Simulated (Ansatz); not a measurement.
# BW2: checking dH/dP = V

Method: DFT PBEsol, scalar-relativistic, plane waves, PAW (Ansatz 0.2.0). Run with 420 eV cutoff, 10×10×10 k-mesh, Gaussian smearing of 0.10 eV, no spin polarisation.

Starting point, cell and atoms relaxed:

```yaml
crystal:
  lattice:
    - [-2.76812, 2.76812, 2.37535]
    - [2.76812, -2.76812, 2.37535]
    - [2.76812, 2.76812, -2.37535]
  atoms:
    - { symbol: B, position: [0.25000, 0.25000, 0.00000] }
    - { symbol: B, position: [0.75000, 0.75000, 0.00000] }
    - { symbol: W, position: [0.66993, 0.16993, 0.83985] }
    - { symbol: W, position: [0.16993, 0.33007, 0.50000] }
    - { symbol: W, position: [0.33007, 0.83007, 0.16015] }
    - { symbol: W, position: [0.83007, 0.66993, 0.50000] }
```

Cell and atoms were relaxed at each target pressure within the start's symmetry (I4/mcm), at zero temperature; other phases can be more stable under pressure. H = E + PV with P the target; E is the free energy at the smearing used, whose derivative the pressure is, per atom and counted from zero pressure.

Spin–orbit coupling is left out, which can shift energies with elements as heavy as these.

| P (GPa) | V (Å³/atom) | E − E0 (meV) | H − H0 (meV) |
| --- | --- | --- | --- |
| 0 | 12.134 | 0.0 | 0.0 |
| 2 | 12.065 | 0.4 | 151.0 |
| 5 | 11.966 | 2.6 | 376.0 |
| 10 | 11.809 | 9.9 | 747.0 |
| 20 | 11.524 | 36.4 | 1474.9 |
| 40 | 11.037 | 126.6 | 2882.1 |

**Question.** Thermodynamics gives dH/dP = V along a relaxed path. Integrate V over P by the trapezoid rule and compare with the computed enthalpies.

**Answer.** With 1 eV/Å³ = 160.22 GPa, each step adds the mean volume times ΔP / 160.22:
```
P (GPa)  ∫V dP (meV) H − H0 (meV) difference (meV)
      2        151.0         151.0               0.0
      5        376.0         376.0               0.0
     10        747.0         747.0               0.0
     20       1475.2        1474.9               0.2
     40       2883.3        2882.1               1.2
```

V(P) curves upward, so the trapezoid rule runs high; integrating a smooth curve through the same points (P as a polynomial of degree 4 in ln V) puts that excess at about 1.2 meV at 40 GPa, against the 1.2 meV found.

**Question.** At 40 GPa, how much of the enthalpy change is stored energy and how much is the PV term?

**Answer.** E rises by 127 meV/atom and PV is 40 × 11.037 / 160.22 = 2756 meV/atom, so PV makes 96 % of ΔH. So between rival structures at high pressure a small difference in volume can outweigh the difference in energy: 1 % of this volume is worth 27.6 meV/atom at this pressure.

**Question.** What bulk modulus do the lowest pressures give?

**Answer.** From the pressures that the runs reached, -2.00 GPa (12.205 Å³) and 2.00 GPa (12.065 Å³), B = −ΔP/Δln V = 4.00 / 0.0115 = 348 GPa, a mean over that range.